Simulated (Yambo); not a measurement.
G0W0@LDA for Ba₂SrWO₆ (space group R-3, No. 148) in Yambo. Reference settings: 2×2×2 Γ-centred k mesh, bands 2 to 317 and a 8 Ry block in the screening, 317 bands in G with the Bruneval-Gonze terminator, plasmon pole fitted at 27.2 eV. The LDA gap F → F on this mesh is 2.79 eV; G0W0 gaps are taken between the same points.

With and without the terminator, as bands are cut:

```
bands in G (in W)  gap, terminator (eV)  gap, none (eV)  valence shift, terminator (eV)  valence shift, none (eV)
-----------------  --------------------  --------------  ------------------------------  ------------------------
81 (81)                           4.867           5.063                          -0.209                     0.149
123 (123)                         4.686           4.804                          -0.333                     0.014
178 (178)                         4.599           4.666                          -0.433                    -0.139
246 (246)                         4.564           4.599                          -0.496                    -0.266
317 (317)                         4.540           4.553                          -0.533                    -0.355
```

Over this range the gap spans 0.327 eV with the terminator and 0.510 eV without, the valence shift 0.324 eV and 0.504 eV. Neither column has reached its limit for certain.

Spin-orbit coupling is not included.

Geometry of the Materials Project entry, not relaxed at this level; primitive cell a = b = c = 6.1295 Å, α = β = γ = 60.96°.

The structure is a Materials Project entry; no match was found in the copy of COD used, and its stability was not checked.

A shift is the quasiparticle energy of the state minus its LDA energy.
